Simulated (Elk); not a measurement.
An Elk run on BAs with settings drawn from a wide range, so not all are converged; totals and levels move with the basis, and no second program has checked them. Theory: DFT, LDA (Perdew-Zunger), all-electron APW+lo, Dirac cores, scalar-relativistic bands with second-variational spin-orbit coupling (Elk 11.2.3 with local patches). Elk's input is in atomic units.

Command: `OMP_NUM_THREADS=1 elk` The run took 0.03 s on 1 thread of Arm Neoverse N1, with other jobs on the host, peak memory 0.04 GiB.

```
tasks
  0
  110
  115
  21

xctype
  2

rgkmax
  7

gmaxvr
  18

lmaxapw
  7

lmaxo
  5

lmaxi
  3

nrmtscf
  2.5

nempty
  4

epspot
  1e-05

epsengy
  0.0001

maxscl
  100

swidth
  0.001

stype
  0

lradstp
  4

mixtype
  3

hmaxvr
  4

tforce
  .true.

spinorb
  .true.

sppath
  './'

avec
  0.00000000000 4.63089959032 4.63089959032
  4.63089959032 0.00000000000 4.63089959032
  4.63089959032 4.63089959032 0.00000000000

atoms
  2
  'B.in'
  1
  0.000000000000 0.000000000000 0.000000000000   0.000 0.000 0.000
  'As.in'
  1
  0.250000000000 0.250000000000 0.250000000000   0.000 0.000 0.000

ngridk
  10 10 10

plot1d
  8 30
  0.0000000000 0.0000000000 0.0000000000
  -0.5000000000 -0.5000000000 0.0000000000
  -0.3750000000 -0.3750000000 0.2500000000
  -0.3750000000 0.0000000000 0.3750000000
  0.0000000000 0.0000000000 0.0000000000
  0.0000000000 0.0000000000 0.5000000000
  -0.5000000000 -0.2500000000 0.2500000000
  -0.5000000000 -0.5000000000 0.0000000000
```

Muffin-tin radii in the species files: B 1.53, As 2.04 bohr.

The geometry is COD entry 9008833, unchecked; take it as a test cell. The listed cell was then made from it by scaling, straining or moving an atom.

Question: What does the run give?

Answer: It refused before any iteration.
```
Error(init0): requested spin-polarised run with spin-unpolarised
 exchange-correlation functional
```
